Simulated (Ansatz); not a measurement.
InAs (CsCl type, Pm-3m) at seven volumes, DFT-PBEsol in the program Ansatz with PAW potentials, scaled uniformly. One row is withheld.

```json
[
 {"V (Å³/atom)": "19.606", "P (GPa)": "8.10"},
 {"V (Å³/atom)": "20.253", "P (GPa)": "4.92"},
 {"V (Å³/atom)": "20.899", "P (GPa)": "2.23"},
 {"V (Å³/atom)": "21.545", "P (GPa)": "0.00"},
 {"V (Å³/atom)": "22.192", "P (GPa)": "-1.73"},
 {"V (Å³/atom)": "22.838", "P (GPa)": "?"},
 {"V (Å³/atom)": "23.484", "P (GPa)": "-4.50"}
]
```

**Question.** Fit the shown pressures and predict the withheld one.

**Answer.** Third-order Birch–Murnaghan: P = (3/2)B₀(x^(7/2) − x^(5/2))[1 + (3/4)(B′ − 4)(x − 1)] with x = (V₀/V)^(2/3). Least squares on the six rows gives V₀ = 21.559 Å³/atom, B₀ = 66.13 GPa, B′ = 5.38. At V = 22.838, x = 0.9623 and P = -3.26 GPa. The run itself gave -3.22 GPa.

A made-up cell: these elements were put on the sites of a structure type; neither database checked (COD, Materials Project) lists it. It is not the phase usual at ambient conditions (space group No. 216). The cell was relaxed with PBEsol under the symmetry of its start; whether a distortion lowers the energy is not shown.

Potentials: the earlier of the program's two PAW sets. The files were generated under PBE; for other functionals the program regenerates the frozen cores, and for LDA and PBEsol the local potential too.
